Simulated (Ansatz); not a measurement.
GaAs (zinc blende)

```yaml
crystal:
  lattice:
    - [0.00000, 2.82951, 2.82951]
    - [2.82951, 0.00000, 2.82951]
    - [2.82951, 2.82951, 0.00000]
  atoms:
    - { symbol: As, position: [0.75000, 0.75000, 0.75000] }
    - { symbol: Ga, position: [0.00000, 0.00000, 0.00000] }
```

The slice is a {111} plane (indices of the conventional cell) through the point (0.750, 0.750, 0.750) (fractional), spanned by u = [100] and v = [-1 2 0] in vectors of this cell: u (4.00 Å) and v (6.93 Å, at 90° to u). It covers one period; positions are fractions (u, v).

Level of theory: PBEsol (plane waves to 420 eV, PAW, scalar-relativistic; Ansatz, a first-principles code). k mesh 10×10×10. These are valence fields of a PAW run, semicore shells included where kept as valence: close to a nucleus they are smooth pseudo fields. GaAs was relaxed with its symmetry unable to fall.

**Question.** Predict the map of the electron localisation function (ELF) on the slice.

**Answer.** 
```
|xxxx++%%%%##++::..::++##%%%%++xx|
|xx++##%%##**--..  ..--**##%%##++|
|%%%%%%%%##++::      ::++##%%%%%%|
|@@@@@@%%**--..      ..--**%%@@@@|
|@@@@%%##==::          ::==##%%@@|
|******++--..          ..--++****|
|----------::..........::--------|
|--------==================------|
|--------++##############++------|
|------++%%@@%%%%##%%%%@@%%++----|
|----==**@@@@%%%%##%%%%@@@@**==--|
|----++%%@@@@%%++xx++%%@@@@%%++--|
|--==**@@@@%%++xxxxxx++%%@@@@**==|
|--==**%%%%%%==xxxxxx==%%%%%%**==|
|..::++##%%%%++xxxxxx++%%%%##++::|
|  ..--**##%%##++xx++##%%##**--..|
|    ::++##%%%%%%%%%%%%%%##++::  |
|    ..--**%%@@@@@@@@@@%%**--..  |
|      ::==##%%@@@@@@%%##==::    |
|      ..--++**********++--..    |
|......::------------------::....|
|==========--------------========|
|########++--------------++######|
|##%%%%@@%%++----------++%%@@%%%%|
|##%%%%@@@@**==------==**@@@@%%%%|
|xx++%%@@@@%%++------++%%@@@@%%++|
|xxxx++%%@@@@**==--==**@@@@%%++xx|
|xxxx==%%%%%%**==--==**%%%%%%==xx|
```
Scale: ten equal steps from 0.02 (start of ' ') to 0.75 (end of '@'), in the order ' .:-=+*#%@'. Values: electron localisation function (ELF). The map has 16 points along u (two characters each, u = 0 at the left) and 28 along v (v = 0 in the bottom row). Points within 0.5 Å of a nucleus are blanked (x), as the pseudised field means little there.
